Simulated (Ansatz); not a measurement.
Data:

GaSb:
```
GaSb
1.0
    0.00000     2.89887     2.89887
    2.89887     0.00000     2.89887
    2.89887     2.89887     0.00000
Sb Ga
1 1
Direct
  0.00000   0.00000   0.00000
  0.50000   0.50000   0.50000
```

This is the PBE-relaxed structure.

All from plane-wave PAW PBE (Ansatz code), unless another level is named. Predict the electronic character.

metallic (no gap).

Next, the density of states at the Fermi level?

0.56 states/eV per atom (mean over ±0.08 eV).

Predict the formation energy from the elements (no fitted shifts).

0.046 eV/atom.

And the gap with spin–orbit coupling?

none (metallic).

Space group Fm-3m (rock salt). The start of the workflow was typed in or built on a structure type; neither database checked (COD, Materials Project) lists it. It is not the phase usual at ambient conditions (space group No. 216). Symmetry was held in the PBE relaxation; whether a distortion lowers the energy is not shown. The volume moved by 17 % from the start of the relaxation. The references are the lowest solids computed at this level, not always the standard phases. Scalar-relativistic: spin–orbit coupling is off unless named, which matters more the heavier the elements.

Potentials: the later of the program's two PAW sets.
